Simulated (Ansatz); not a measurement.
GaP in space group Pm-3n (No. 223; Ga on 6c, P on 6d) at seven volumes, plane-wave PAW PBE (Ansatz code), scaled uniformly. One row is withheld.

```
V (Å³/atom)  P (GPa)
-----------  -------
23.685          6.83
24.465          4.17
25.246          1.92
26.027          0.00
26.808         -1.62
27.589         -2.99
28.370             ?
```

**Question.** Fit the shown pressures and predict the withheld one.

**Answer.** Third-order Birch–Murnaghan: P = (3/2)B₀(x^(7/2) − x^(5/2))[1 + (3/4)(B′ − 4)(x − 1)] with x = (V₀/V)^(2/3). Least squares on the six rows gives V₀ = 26.029 Å³/atom, B₀ = 58.56 GPa, B′ = 4.48. At V = 28.370, x = 0.9442 and P = -4.16 GPa. The run itself gave -4.14 GPa.

The start of the workflow was typed in or built on a structure type; neither database checked (COD, Materials Project) lists it. It is not the phase usual at ambient conditions (space group No. 216). The cell was relaxed with PBE under the symmetry of its start; its stability against distortions is not shown here. The volume moved by 26 % from the start of the relaxation. Scalar-relativistic: spin–orbit coupling is off unless named, which matters more the heavier the elements.

Potentials: the earlier of the program's two PAW sets.
